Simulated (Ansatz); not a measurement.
# Fields on a plane of MgAu (CsCl type)

```
CELL_PARAMETERS angstrom
      3.21955     0.00000     0.00000
      0.00000     3.21955     0.00000
      0.00000     0.00000     3.21955
ATOMIC_POSITIONS crystal
  Mg 0.50000 0.50000 0.50000
  Au 0.00000 0.00000 0.00000
```

The slice is a {210} plane (indices of the conventional cell) through the point (0.000, 0.000, 0.000) (fractional), spanned by u = [100] and v = [021] in vectors of this cell: u (3.22 Å) and v (7.20 Å, at 90° to u). It covers one period; positions are fractions (u, v).

Atoms on it: Au at (0.00, 0.00). Other atoms lie within 1 Å of the plane.

The numbers are results of LDA (plane waves to 420 eV, PAW, scalar-relativistic; Ansatz, an electronic-structure program), not measurements. k mesh 14×14×14. These are valence fields of a PAW run, semicore shells included where kept as valence: close to a nucleus they are smooth pseudo fields. MgAu was relaxed with its symmetry unable to fall. Spin-orbit coupling is left out, though Au is heavy.

```
|xxxxxxxxxx==%%@@%%==xxxxxxxx|
|xxxxxxxx  ++@@@@@@++  xxxxxx|
|xxxxxxxx::##@@@@@@##::xxxxxx|
|xxxx  ::++##%%%%%%##++::  xx|
|::--==**####******####**==--|
|########**++==--==++**######|
|@@@@%%##++::xxxxxx::++##%%@@|
|@@@@%%**--xxxxxxxxxx--**%%@@|
|@@@@##++..xxxxxxxxxx..++##@@|
|@@%%##++..xxxxxxxxxx..++##%%|
|%%%%##++::xxxxxxxxxx::++##%%|
|%%%%##**==..xxxxxx..==**##%%|
|%%%%%%##**==--::--==**##%%%%|
|@@@@@@%%%%##******##%%%%@@@@|
|@@@@@@@@@@%%%%%%%%%%@@@@@@@@|
|@@@@@@@@@@@@%%%%%%@@@@@@@@@@|
|@@@@@@@@@@%%%%%%%%%%@@@@@@@@|
|@@@@@@%%%%##******##%%%%@@@@|
|%%%%%%##**==--::--==**##%%%%|
|%%%%##**==..xxxxxx..==**##%%|
|%%%%##++::xxxxxxxxxx::++##%%|
|@@%%##++..xxxxxxxxxx..++##%%|
|@@@@##++..xxxxxxxxxx..++##@@|
|@@@@%%**--xxxxxxxxxx--**%%@@|
|@@@@%%##++::xxxxxx::++##%%@@|
|########**++==--==++**######|
|::--==**####******####**==--|
|xxxx  ::++##%%%%%%##++::  xx|
|xxxxxxxx::##@@@@@@##::xxxxxx|
|xxxxxxxx  ++@@@@@@++  xxxxxx|
|xxxxxxxxxx==%%@@%%==xxxxxxxx|
|xxxxxxxxxx--%%@@%%--xxxxxxxx|
```
Scale: ten equal steps from 1.00 (start of ' ') to 9.82 (end of '@'), in the order ' .:-=+*#%@'. Values: electrostatic potential energy of an electron, from the cell's mean, in eV. The map has 14 points along u (two characters each, u = 0 at the left) and 32 along v (v = 0 in the bottom row). Points within 1 Å of a nucleus are blanked (x), as the pseudised field means little there. Values under 1 eV are set to 1. The zero, the cell's mean, hangs on the PAW cores.

```
|xxxx9988664444334444668899xx|
|xx99997755444433444455779999|
|8888776655554444445555667788|
|6666555555554444445555555566|
|5555555555553333335555555555|
|4444555544221100112244555544|
|4444444422000000000022444444|
|4444443300000000000000334444|
|4444442200001122110000224444|
|5555552200001122110000225555|
|5555553300000011000000335555|
|5555554422000000000022445555|
|4444555544110000001144555544|
|4444444444332222223344444444|
|3333444444443333334444444433|
|3333334444444433444444443333|
|3333444444443333334444444433|
|4444444444332222223344444444|
|4444555544110000001144555544|
|5555554422000000000022445555|
|5555553300000011000000335555|
|5555552200001122110000225555|
|4444442200001122110000224444|
|4444443300000000000000334444|
|4444444422000000000022444444|
|4444555544221100112244555544|
|5555555555553333335555555555|
|6666555555554444445555555566|
|8888776655554444445555667788|
|xx99997755444433444455779999|
|xxxx9988664444334444668899xx|
|xxxxxx886644333333446688xxxx|
```
Scale: ten equal steps from 0.04 (start of '0') to 0.58 (end of '9'), in the order '0123456789'. Values: electron localisation function (ELF). The map has 14 points along u (two characters each, u = 0 at the left) and 32 along v (v = 0 in the bottom row). Points within 0.5 Å of a nucleus are blanked (x), as the pseudised field means little there.
